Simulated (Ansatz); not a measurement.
Cu₂O (cuprite type, space group Pn-3m): values from a third-order Birch-Murnaghan fit to a volume scan beside measured ones. Computed values: PBEsol (plane waves to 420 eV, PAW, scalar-relativistic; Ansatz, a program for electronic structure). Cu2O is run without spin polarisation. Cu2O was relaxed with its symmetry unable to fall. The PAW data are Ansatz's earlier set.

| quantity | reference | kind | PBEsol | difference |
|---|---|---|---|---|
| Lattice constant a (Å) | 4.2763 | measured at or taken to low temperature | 4.222 | -1.3 % |
| Bulk modulus B₀ (GPa) | 105.7 | measured at or taken to low temperature; pulse echo | 130 | +23.3 % |

PBEsol underestimates the lattice constant a by 1.3 %. PBEsol overestimates the bulk modulus B₀ by 23.3 %.

References as given in: Leila H. N. Rimmer, Martin T. Dove, Björn Winkler et al., Physical Review B (2014), arXiv:1402.1026.

(A scan under strain: stresses follow from slopes of the energy per volume, elastic moduli from its curvatures.)
